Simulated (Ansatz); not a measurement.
## Property card for YTi2Ga4

YTi$_{2}$Ga$_{4}$:
```xyz
7
Lattice="-3.3581 3.3581 2.7248 3.3581 -3.3581 2.7248 3.3581 3.3581 -2.7248" Properties=species:S:1:pos:R:3 pbc="T T T"
Y      0.0000     0.0000     0.0000
Ga     2.0397     2.0397     0.0000
Ga     1.3184    -1.3184     2.7248
Ga     1.3184     1.3184     2.7248
Ga    -1.3184     1.3184     2.7248
Ti     0.0000     3.3581     1.3624
Ti     3.3581     0.0000     1.3624
```

Space group I4/mmm (No. 139); conventional cell a = 6.7162 Å, b = 6.7162 Å, c = 5.4497 Å, α = 90.00°, β = 90.00°, γ = 90.00°.

Method: DFT-r²SCAN in the program Ansatz with PAW potentials. Geometry: relaxed at this level of theory. Other levels are named where they apply.

Cell and energy:

```
Property                                                      Result
-----------------------------------------------------  -------------
Volume per atom                                             17.56 Å³
Density                                                   6.26 g/cm³
Formation energy from the elements (no fitted shifts)  -0.60 eV/atom
```

Electronic structure:

```
Quantity                                                                    Result
------------------------------------  --------------------------------------------
Electronic character                                             metallic (no gap)
Density of states at the Fermi level  0.68 states/eV per atom (mean over ±0.08 eV)
Gap with spin–orbit coupling                                       none (metallic)
```

Mechanics:

```
Quantity                              Value
----------------------------------  -------
Bulk modulus (Birch–Murnaghan fit)  104 GPa
Pressure derivative B′                  4.2
```

Charges:

```
Quantity                               Value
-------------  -----------------------------
Bader charges  Y +1.58, Ga -0.89, Ti +1.00 e
```

The workflow started from an entry of the Crystallography Open Database (COD). Its standing as an ambient phase is unchecked. Symmetry was held in the r²SCAN relaxation; its stability against distortions is not shown here. No spin polarisation was allowed. Axis ratios of metals converge slowly with the k-mesh, so a and c are less sure than the volume. The references are the lowest solids computed at this level, not always the standard phases. Spin–orbit coupling is left out wherever it is not named.

Potentials: the later of the program's two PAW sets.
